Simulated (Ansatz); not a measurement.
NbAg (Pmma), relaxed with PBEsol (Ansatz, an electronic-structure program, plane waves, PAW): a = 4.711 Å, b = 2.739 Å, c = 5.236 Å, α = 90.00°, β = 90.00°, γ = 90.00°.

| Item | Result |
|---|---|
| ΔH_f (eV/atom) | 0.24 |
| B₀ by P(V) fit (GPa) | 164 |

The same phase is relaxed and computed with r²SCAN in the same code. What are the cell and these values now?

a = 4.7434 Å, b = 2.7623 Å, c = 5.3036 Å, α = β = γ = 90.00°.

- ΔH_f (eV/atom) = 0.29
- B₀ by P(V) fit (GPa) = 150

Typed or built starts, not in the databases checked: NbAg, Pmma (Ag on 2e, Nb on 2f). All cells were relaxed under the symmetry of their starts (and spin orders); stability against distortions was not tested throughout. Rows with no word on spin ran without spin polarisation. Scalar-relativistic: spin–orbit coupling is off unless named, which matters more the heavier the elements.

Potentials: the later of the program's two PAW sets.

Ansatz is a plane-wave DFT program.

Formation energies count from the lowest solids of the elements computed at the same level, not from gases.
